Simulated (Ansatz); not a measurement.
Si₂Mo:
```xyz
6
Lattice="-2.9981 2.9981 2.5740 2.9981 -2.9981 2.5740 2.9981 2.9981 -2.5740" Properties=species:S:1:pos:R:3 pbc="T T T"
Si     0.8485     3.8466     0.0000
Si     0.8485     2.1496     2.5740
Si     2.1496     0.8485     0.0000
Si     2.1496    -0.8485     2.5740
Mo     0.0000     0.0000     1.2870
Mo     0.0000     0.0000     3.8610
```

Relaxed with PBE. Special points in fractions of this cell's reciprocal vectors: Γ (0.000, 0.000, 0.000); X (0.000, 0.000, 0.500); M (-0.500, 0.500, 0.500); Z (0.434, 0.434, -0.434); Z0 (-0.434, 0.566, 0.434); P (0.250, 0.250, 0.250); N (0.000, 0.500, 0.000).

Problem. List the band energies nearest the Fermi level at these points for the program Ansatz at the PBE level (PAW).

Solution. In eV from the Fermi level; about four levels below and three above (degenerate sets whole), none deeper than 8.9 eV; points with the same levels are listed once.

| k | below | above |
|---|---|---|
| Γ | -1.89 -1.33 -1.33 -0.10 | 0.55 0.59 2.31 2.31 |
| X | -1.82 -1.72 -1.13 -0.41 | 0.46 1.82 2.33 |
| M | -2.18 -1.14 -0.62 -0.09 | 0.92 1.02 1.76 1.76 |
| Z | -2.10 -1.11 -0.39 -0.20 | 0.69 1.25 1.49 1.49 |
| P | -0.51 -0.51 -0.15 -0.15 | 3.56 3.56 3.79 3.79 |
| N | -1.29 -1.29 -0.59 -0.59 | 1.02 1.02 1.72 1.72 |

Space group I4/mcm. A made-up cell: these elements were put on the sites of a structure type; neither database checked (COD, Materials Project) lists it. It is not the phase usual at ambient conditions (space group No. 139). The cell was relaxed with PBE under the symmetry of its start; its stability against distortions is not shown here. No spin polarisation was allowed. Spin–orbit coupling is left out wherever it is not named.

Potentials: the later of the program's two PAW sets.
